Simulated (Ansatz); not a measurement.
## How stiff is this cell of SiNi₂?

Cell: a structure deposited in the COD, its atoms then relaxed with PBE in this cell.

```
Si Ni
1.0
     4.99000    0.00000    0.00000
     0.00000    3.72000    0.00000
     0.00000    0.00000    7.06000
Si Ni
4 8
Direct
  0.28875 0.25000 0.38584
  0.21125 0.75000 0.88584
  0.78875 0.25000 0.11416
  0.71125 0.75000 0.61416
  0.95876 0.25000 0.79481
  0.54124 0.75000 0.29481
  0.45876 0.25000 0.70519
  0.04124 0.75000 0.20519
  0.32980 0.25000 0.06033
  0.17020 0.75000 0.56033
  0.82980 0.25000 0.43967
  0.67020 0.75000 0.93967
```

Sites (sets of like atoms) are named by element and the number of their first atom in this list.

Computed with Ansatz: DFT, PBE, plane waves and PAW, scalar-relativistic, collinear spin, 420 eV cutoff, Γ-centred 9×12×6 k-points, Fermi–Dirac smearing 0.05 eV. Start moments as typed (μB): 1.5 on each Ni, none on the rest.

The cell is stretched along z (the third Cartesian axis of the run's cell), x and y held, and the ions relax again each time. Tension counts as positive.

```
strain along z (%)  stress along z (GPa)  stress along x (GPa)
                -3                 -13.7                  -7.0
                -2                  -9.5                  -5.3
                -1                  -5.7                  -3.6
                 0                  -2.1                  -2.0
                +1                   1.1                  -0.6
                +2                   4.0                   0.8
                +3                     ?                     ?
```

(1) Estimate the row at +3 % from the others.

## Answers

(1) stress along z (GPa): 6.7; stress along x (GPa): 2.1. Worked: parabolas through the other 6 rows give 6.7 and 2.1 GPa at +3 %. Their slopes at zero strain are 339 GPa (the stiffness along z) and 151 GPa (the coupling of z to x). They hold at this cell, where the calculated pressure is 2.2 GPa, and with no gap in the run.

All values belong to this cell and structure model. The start moments die out, and the run ends without spin.
